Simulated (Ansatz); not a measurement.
HgS (cinnabar type, space group P3_221)

```cif
data_Hg3S3
_chemical_formula_sum 'Hg3 S3'
_space_group_name_H-M_alt 'P3221'
_space_group_IT_number 154
_space_group_name_Hall 'P 32 2"'
_cell_length_a 4.13888
_cell_length_b 4.13888
_cell_length_c 9.40775
_cell_angle_alpha 90.000
_cell_angle_beta 90.000
_cell_angle_gamma 120.000
loop_
_atom_site_label
_atom_site_type_symbol
_atom_site_symmetry_multiplicity
_atom_site_Wyckoff_symbol
_atom_site_fract_x
_atom_site_fract_y
_atom_site_fract_z
_atom_site_occupancy
Hg1 Hg 3 a 0.28987 0.28987 0.00000 1
S1 S 3 b 0.50020 0.50020 0.50000 1
```

The volume is varied about the relaxed value V₀ at fixed cell shape. The atoms relax within the cell's symmetry.

Computed with PBEsol (plane waves to 420 eV, PAW, scalar-relativistic; Ansatz, a quantum-chemistry and plane-wave program). k mesh 10×10×4 (Γ-centred), Fermi-Dirac smearing 0.05 eV. E stands for the smeared free energy. With the shape held, the modulus is that of even scaling; a crystal free to change shape is softer. HgS was relaxed with its symmetry unable to fall. Spin-orbit coupling is left out, though Hg is heavy. ΔE is measured from the relaxed starting cell.

```csv
V (Å³/atom),ΔE (meV/atom)
20.935,24.3
21.517,12.3
22.098,4.9
22.680,1.1
23.261,0.0
23.843,0.9
24.424,3.4
25.006,7.0
25.587,11.5
```

Q: What is the fitted pressure derivative B₀′?

A: 10.2.

Q: What bulk modulus at fixed cell shape B₀ follows from a third-order Birch-Murnaghan fit?

A: 23.0 GPa.

(Under strain, the slope of the energy per volume gives the stress and its curvature an elastic modulus.)
